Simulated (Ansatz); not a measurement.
# RbLuSe₂: frozen-core PAW against all-electron methods

```
CELL_PARAMETERS angstrom
2.02341 1.16821 7.87133
-2.02341 1.16821 7.87133
0.00000 -2.33643 7.87133
ATOMIC_POSITIONS crystal
Rb 0.00000 0.00000 0.00000
Lu 0.50000 0.50000 0.50000
Se 0.23179 0.23179 0.23179
Se 0.76821 0.76821 0.76821
```

Atoms are numbered in the order listed.

Structure: COD 4318778, as refined from experiment and not relaxed. The listed cell was then made from it by scaling, straining or moving an atom.

No spin–orbit coupling, which matters for the heavy atoms here.

All numbers are computed: DFT, PBEsol, PAW with Ansatz's default frozen-core files, scalar-relativistic (Ansatz 0.2.0); DFT, PBEsol, all-electron PAW with datasets made for the crystal, scalar-relativistic (Ansatz 0.2.0); DFT, PBEsol, all-electron LAPW, scalar-relativistic (Ansatz 0.2.0).

For PAW: a Γ-centred 7×7×7 k mesh, Fermi–Dirac smearing of 0.03 eV, cutoff 420 eV, no spin polarisation; the PAW files were made with PBE, and the program remakes their frozen cores for this functional. The crystal-made all-electron datasets (AE datasets) take a cutoff of 340 eV at this cell. LAPW targets a basis error of 1 meV/atom. The Ansatz runs share mesh, smearing and spin set-up. Plane-wave (PAW) pressures include the program's estimate of the Pulay term.

Stress and pressure are positive in compression.

The change that made this cell: equal xx and yy strain of -2 %.

```
              quantity    PAW  AE datasets   LAPW
        pressure (GPa)   0.83         0.83   0.83
       stress xx (GPa)   1.08         1.09   1.09
       stress zz (GPa)   0.32         0.32   0.32
force on Se3, z (eV/Å)  0.012        0.014  0.013
         band gap (eV)  1.709        1.709  1.661
```

PAW's pressure differs from the LAPW value by about 0.01 GPa or less.
